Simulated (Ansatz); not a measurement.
All-electron card of TlAgTe₂

```yaml
crystal:
  lattice:
    - [-1.96000, 1.96000, 7.61000]
    - [1.96000, -1.96000, 7.61000]
    - [1.96000, 1.96000, -7.61000]
  atoms:
    - { symbol: Tl, position: [0.00000, 0.00000, 0.00000] }
    - { symbol: Ag, position: [0.75000, 0.25000, 0.50000] }
    - { symbol: Te, position: [0.36900, 0.36900, 0.00000] }
    - { symbol: Te, position: [0.63100, 0.63100, 0.00000] }
```

Atoms are numbered in the order listed.

The cell is COD entry 1509558, as deposited and not checked against the literature; nothing was relaxed.

No spin–orbit coupling, which matters for the heavy atoms here.

All numbers are computed: DFT, LDA, all-electron LAPW, scalar-relativistic (Ansatz 0.2.0); DFT, LDA, PAW with Ansatz's default frozen-core files, scalar-relativistic (Ansatz 0.2.0).

For LAPW: a Γ-centred 13×13×13 k mesh, Fermi–Dirac smearing of 0.05 eV, basis error target 0.5 meV/atom, no spin polarisation. PAW takes a cutoff of 420 eV at this cell (files made with PBE, cores remade for this functional). The Ansatz runs share mesh, smearing and spin set-up. Values come from LAPW unless marked.

```
Pressure at this cell                                                                                                  : -1.40 GPa
Band gap                                                                                                               : none: bands cross the Fermi level, a metal
Stress xx, yy, zz (compression positive)                                                                               : -2.28, -2.28, 0.36 GPa
Largest force                                                                                                          : 0.137 eV/Å on Te3
Density of states at the Fermi level (0.2 eV bin)                                                                      : 3.06 states/eV per cell
Löwdin charges (with 0.22 e of the cell spilling out of the atomic basis, so their sizes and signs hang on that basis) : Tl1 -0.14, Ag2 0.54, Te3 -0.09 e
Bader charges (from the PAW run)                                                                                       : Tl1 +0.35, Ag2 -0.03, Te3 -0.16 e
Volume per atom                                                                                                        : 29.23 Å³
```
